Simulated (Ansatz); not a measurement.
InSbO4 in space group I-4 (No. 82; In on 2d, Sb on 2a, O on 8g), plane-wave PAW PBE (Ansatz code). The conduction-band minimum lies at Γ, with 1 equivalent valley. Second derivatives d²E/dk² of the lowest band at one valley (eV·Å²), along Cartesian directions:…

| direction | d²E/dk² |
|---|---|
| [100] | 13.33 |
| [010] | 13.33 |
| [001] | 15.50 |
| [110] | 13.33 |
| [101] | 14.41 |
| [011] | 14.41 |

Question: Find the principal effective masses, the density-of-states mass and the conductivity mass.

Answer: Off-diagonal terms follow from H_xy = H[110] − (H_xx + H_yy)/2, and m*/mₑ = 7.620 eV·Å² over each eigenvalue: 0.49, 0.57, 0.57. One valley's DOS mass (m₁m₂m₃)^(1/3) = 0.54, conductivity mass 3/(Σ 1/mᵢ) = 0.54 mₑ.

Question: What effective density of states Nc follows at 300 K for parabolic valleys?

Answer: Nc = 2.509e19 × 1 × (0.54)^(3/2) ≈ 1.0e19 cm⁻³.

The start of the workflow was typed in or built on a structure type; neither database checked (COD, Materials Project) lists it. Whether it is the stable phase at ambient conditions was not checked. The PBE relaxation kept the symmetry of its start; its stability against distortions is not shown here. The volume moved by 28 % from the start of the relaxation. Scalar-relativistic: spin–orbit coupling is off unless named, which matters more the heavier the elements.

Potentials: the earlier of the program's two PAW sets.

Edges and masses are those of Kohn–Sham bands, whose gap is no quasiparticle gap.
